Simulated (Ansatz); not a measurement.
Input and command of a plane-wave DFT calculation in Ansatz:

```yaml
crystal:
  lattice:
    - [3.724, 0.0, 0.0]
    - [-1.862, 3.2250786037, 0.0]
    - [0.0, 0.0, 5.062]
  atoms:
    - { symbol: Pt, position: [0.0, 0.0, 0.0], spin: 1.0 }
    - { symbol: Se, position: [0.3333333333, 0.6666666667, 0.25] }
    - { symbol: Se, position: [0.6666666667, 0.3333333333, 0.75] }
basis:
  ecutwfc: 420
kpoints:
  mp_grid: { grid: [6, 6, 4] }
hamiltonian:
  xc: pbe
  dispersion: d3bj
scf:
  occupations: { method: gaussian, width: 0.1 }
  lower_state_search: "off"
output:
  forces: true
  stress: true
  eigenvalues: true
  populations: true
magnetization:
  spin_polarized: true
```

```bash
ansatz run input.yaml --threads 1 --pin off --max-ram 2560MiB --backend cpu --events-out ev --progress --plain --runs-dir out
```

Processor: Arm Neoverse V2, 1 thread, on a host shared with other jobs.

How long does it run, and how much memory does it take?

About 7 s on 1 thread of Arm Neoverse V2, on a shared host, peak memory 0.36 GiB. It solves 31 bands at 24 k points (the mesh reduced by the symmetry that the task leaves, which can be less than the crystal's) with about 1205 plane waves, in 15 SCF iterations.
